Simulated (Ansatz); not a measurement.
Starting cell, SiC (wurtzite):

```xyz
4
Lattice="3.0920 0.0000 0.0000 -1.5460 2.6777 0.0000 0.0000 0.0000 5.0743" Properties=species:S:1:pos:R:3 pbc="T T T"
Si     1.5460     0.8926     0.0026
Si     0.0000     1.7851     2.5398
C      1.5460     0.8926     3.1698
C      0.0000     1.7851     0.6327
```

In this cell atom 4 (C, nearest neighbour Si at 1.893 Å; its periodic images, 3.1 Å or more away, move with it) is moved by s towards the nearest neighbour, unit vector (0.000, 0.943, -0.333); all other atoms and the cell stay fixed.

Computed with PBE (plane waves to 420 eV, PAW, scalar-relativistic; Ansatz, a quantum-chemistry and plane-wave program). k mesh 10×10×5 (Γ-centred), Fermi-Dirac smearing 0.05 eV. Energies are smeared free energies. Left out: 1 of 11 points, with atoms too close for the PAW data. SiC was relaxed with its symmetry unable to fall. The zero of ΔE is the undisplaced structure.

Successive frames, forces in eV/Å:

```json
[
 {"frame": "s = 0.114 Å", "ΔE (meV/cell)": "146", "F on Si1": "(0.000, 2.283, -0.560)", "F on Si2": "(0.000, 0.249, -0.298)", "F on C3": "(0.000, 0.010, -0.222)", "F on C4": "(0.000, -2.542, 1.080)"},
 {"frame": "s = 0.000 Å", "ΔE (meV/cell)": "0", "F on Si1": "(0.000, 0.000, 0.000)", "F on Si2": "(0.000, 0.000, 0.000)", "F on C3": "(0.000, 0.000, 0.000)", "F on C4": "(0.000, 0.000, 0.000)"},
 {"frame": "s = -0.114 Å", "ΔE (meV/cell)": "107", "F on Si1": "(0.000, -1.376, 0.174)", "F on Si2": "(0.000, -0.211, 0.325)", "F on C3": "(0.000, 0.007, 0.230)", "F on C4": "(0.000, 1.579, -0.729)"},
 {"frame": "s = -0.228 Å", "ΔE (meV/cell)": "366", "F on Si1": "(0.000, -2.073, 0.096)", "F on Si2": "(0.000, -0.379, 0.643)", "F on C3": "(0.000, 0.020, 0.465)", "F on C4": "(0.000, 2.432, -1.204)"}
]
```

Q: What are the energy and the forces in the next frame, s = -0.342 Å?

A: ΔE (meV/cell) = 700.

```
atom     Fx      Fy      Fz
----  -----  ------  ------
Si1   0.000  -2.263  -0.115
Si2   0.000  -0.508   0.918
C3    0.000   0.029   0.702
C4    0.000   2.742  -1.505
```

(A displaced cell: forces are minus the slopes of the energy, force constants its curvatures, and phonons follow from these.)
